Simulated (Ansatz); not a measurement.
SrLi₂SnS₄:
```xyz
8
Lattice="-3.2864 3.2864 3.8558 3.2864 -3.2864 3.8558 3.2864 3.2864 -3.8558" Properties=species:S:1:pos:R:3 pbc="T T T"
Sn     0.0000     0.0000     0.0000
Sr     0.0000     0.0000     3.8558
Li     3.2864     0.0000     1.9279
Li     0.0000     3.2864     1.9279
S      1.3796     1.3796    -1.3678
S     -1.9069     1.9069     5.2236
S      1.9069     1.9069     2.4880
S      1.9069    -1.9069     5.2236
```

Tensor components refer to the Cartesian frame of this cell.

Give the proper piezoelectric stress tensor with relaxed ions from LDA (plane waves, PAW; program Ansatz).

In C/m², rows x, y, z, Voigt columns; mesh uncertainty up to 0.00.
```
 0.00   0.00   0.00  -0.18   0.00   0.00
 0.00   0.00   0.00   0.00  -0.18   0.00
 0.00   0.00   0.00   0.00   0.00  -0.67
```

The elastic tensor of the same run (GPa):

```
93.5  33.0  30.2   0.0   0.0   0.0
33.0  93.5  30.2   0.0   0.0   0.0
30.2  30.2  56.8   0.0   0.0   0.0
 0.0   0.0   0.0  22.2   0.0   0.0
 0.0   0.0   0.0   0.0  22.2   0.0
 0.0   0.0   0.0   0.0   0.0  25.6
```

Convert to strain constants d = e·S.

In pC/N:
```
  0.0    0.0    0.0   -8.1    0.0    0.0
  0.0    0.0    0.0    0.0   -8.1    0.0
  0.0    0.0    0.0    0.0    0.0  -26.1
```

Space group I-42m. The workflow started from an entry of the Crystallography Open Database (COD, 296 K). Whether it is the stable phase at ambient conditions was not checked. The LDA relaxation kept the symmetry of its start; phonons on a q-mesh show no instability. Spin–orbit coupling is left out wherever it is not named.

Potentials: the later of the program's two PAW sets.
